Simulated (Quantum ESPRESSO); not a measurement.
Field gradients of Sr₂HfSnO₆ from the PAW reconstruction of the field gradient on a scalar-relativistic PBE ground state (a modified build of Quantum ESPRESSO, JTH datasets), 22.5 Ha, k-mesh 5×5×5 through Γ:

```yaml
crystal:
  lattice:
    - [0.00000, 4.12349, 4.12349]
    - [4.12349, 0.00000, 4.12349]
    - [4.12349, 4.12349, 0.00000]
  atoms:
    - { symbol: Sr, position: [0.25000, 0.25000, 0.25000] }
    - { symbol: Sr, position: [0.75000, 0.75000, 0.75000] }
    - { symbol: Hf, position: [0.00000, 0.00000, 0.00000] }
    - { symbol: Sn, position: [0.50000, 0.50000, 0.50000] }
    - { symbol: O, position: [0.75004, 0.24996, 0.24996] }
    - { symbol: O, position: [0.24996, 0.75004, 0.75004] }
    - { symbol: O, position: [0.24996, 0.75004, 0.24996] }
    - { symbol: O, position: [0.75004, 0.24996, 0.75004] }
    - { symbol: O, position: [0.24996, 0.24996, 0.75004] }
    - { symbol: O, position: [0.75004, 0.75004, 0.24996] }
```
The cell comes from the Materials Project (a computed structure). It is Sr2HfSnO6 in Fm-3m; whether this form has been observed was not checked. Stability against distortions was not tested. The run has no spin polarisation.

Vzz is the sum of three terms, each taken along its main axis: the smooth valence density, the ions (nucleus and frozen core) with the augmentation charges of all other spheres, and the all-electron minus smooth density in the atom's own sphere. The split hangs on the datasets.  Cores are frozen. Against all-electron runs on small test molecules, this scheme's |Vzz| missed by −2 to +6 % on O.

| site | smooth valence density | ions and other spheres | own sphere | Vzz (a.u.) |
|---|---|---|---|---|
| O (atoms 5, 6, 7, 8, 9, 10) | -0.265 | 0.385 | [?] | [?] |

### Question
Complete the blanks.

### Answer

- O (atoms 5, 6, 7, 8, 9, 10), own sphere: 0.312
- O (atoms 5, 6, 7, 8, 9, 10), Vzz (a.u.): 0.432
